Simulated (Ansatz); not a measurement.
# Where the states of Ti lie

```xyz
1
Lattice="0.0000 2.0300 2.0300 2.0300 0.0000 2.0300 2.0300 2.0300 0.0000" Properties=species:S:1:pos:R:3 pbc="T T T"
Ti    0.0000    0.0000    0.0000
```

The conventional cell has a = 4.060 Å, b = 4.060 Å, c = 4.060 Å, α = 90.00°, β = 90.00°, γ = 90.00°. Ti (atom 1) has 12 Ti at 2.87 Å as nearest neighbours.

The cell comes from COD entry 1534878, which wasn't checked; take it as a given geometry.

Method: DFT, LDA, all-electron LAPW, scalar-relativistic (Ansatz 0.2.0).

Settings: a Γ-centred 15×15×15 k mesh, Fermi–Dirac smearing of 0.05 eV, basis error target 0.25 meV/atom, no spin polarisation.

Question: Which of the resolved shells contributes most within 0.3 eV of the Fermi level?

Answer: Ti 3d, with 87 % of all states there; Ti 4s follows with 6 %.

Question: Where is the centre of the filled Ti 3d states between -14 eV and the top of the filled states?

Answer: -1.32 eV from the Fermi level.

Question: Tabulate the density of states.

Answer: States per eV and cell, averaged over 0.4 eV, from -6.2 to 1.2 eV, with energies (bin centres) from the Fermi level; empty bins are left out. The partial columns, the largest 2 alone, are projections on Löwdin-orthogonalised atomic shells (those that the program's projection atoms carry: the occupied ones and, for some elements, an empty d or f shell; other empty shells have no column), summed over atoms of an element. Weights on diffuse s and p shells depend on that basis and aren't pure angular character.
```tsv
E (eV)	total	Ti 3d	Ti 4s
-6.1	0.01	0.00	0.01
-5.7	0.05	0.00	0.05
-5.3	0.08	0.00	0.07
-4.9	0.11	0.00	0.10
-4.5	0.14	0.01	0.12
-4.1	0.17	0.02	0.15
-3.7	0.22	0.03	0.17
-3.3	0.29	0.07	0.21
-2.9	0.44	0.17	0.25
-2.5	0.98	0.65	0.31
-2.1	1.02	0.76	0.24
-1.7	1.27	1.09	0.14
-1.3	1.26	1.18	0.04
-0.9	1.47	1.38	0.03
-0.5	1.19	1.07	0.04
-0.1	1.73	1.50	0.11
0.3	1.82	1.59	0.10
0.7	1.59	1.39	0.09
1.1	1.84	1.74	0.06
```
